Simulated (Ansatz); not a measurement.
AgI (zinc blende), relaxed and computed with several functionals in Ansatz (plane waves, PAW).

```csv
functional,a (Å),gap (eV),B₀ by P(V) fit (GPa)
PBE,6.629,1.34,26.0
HSE06,6.620,2.50,25.9
LDA,6.348,1.06,41.3
```

All cells were relaxed under the symmetry of their starts (and spin orders); stability against distortions was not tested throughout. Named crystals with no word on spin ran without spin polarisation. Scalar-relativistic: spin–orbit coupling is off unless named, which matters more the heavier the elements.

Potentials: the earlier of the program's two PAW sets. The files were generated under PBE; for other functionals the program regenerates the frozen cores, and for LDA and PBEsol the local potential too.

Ansatz (a quantum-chemistry and plane-wave program) is a plane-wave DFT program.
